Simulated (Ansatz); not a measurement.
Relaxed Ti (hcp, Mg type):

```xyz
2
Lattice="2.9359 0.0000 0.0000 -1.4679 2.5425 0.0000 0.0000 0.0000 4.6366" Properties=species:S:1:pos:R:3 pbc="T T T"
Ti     0.0000     1.6950     3.4774
Ti     1.4679     0.8475     1.1591
```

In this cell atom 2 (Ti, nearest neighbour Ti at 2.872 Å; its periodic images, 2.9 Å or more away, move with it) is moved by s along Cartesian x, unit vector (1.000, 0.000, 0.000); all other atoms and the cell stay fixed.

Level of theory: r2SCAN (plane waves to 500 eV, PAW, scalar-relativistic; Ansatz, a quantum-chemistry and plane-wave program). k mesh 15×15×8 (Γ-centred), Fermi-Dirac smearing 0.05 eV. Energies are smeared free energies. With partly filled bands, energies and forces of such displacements shift with the k mesh and the smearing. Ti is run without spin polarisation. Ti was relaxed with its symmetry unable to fall. The zero of ΔE is the undisplaced structure.

Successive frames, forces in eV/Å:

```csv
frame,ΔE (meV/cell),F on Ti1,F on Ti2
s = 0.172 Å,28,"(0.305, 0.013, 0.000)","(-0.305, -0.013, 0.000)"
s = 0.000 Å,0,"(0.000, 0.000, 0.000)","(0.000, 0.000, 0.000)"
s = -0.172 Å,28,"(-0.305, 0.013, 0.000)","(0.305, -0.013, 0.000)"
```

Task: What are the energy and the forces in the next frame, s = -0.344 Å?

Result: ΔE (meV/cell) = 96.

| atom | Fx | Fy | Fz |
|---|---|---|---|
| Ti1 | -0.453 | 0.006 | 0.000 |
| Ti2 | 0.453 | -0.006 | 0.000 |

(For displaced atoms, the force is minus the slope of the energy, and its curvature is a force constant, which sets phonon frequencies.)
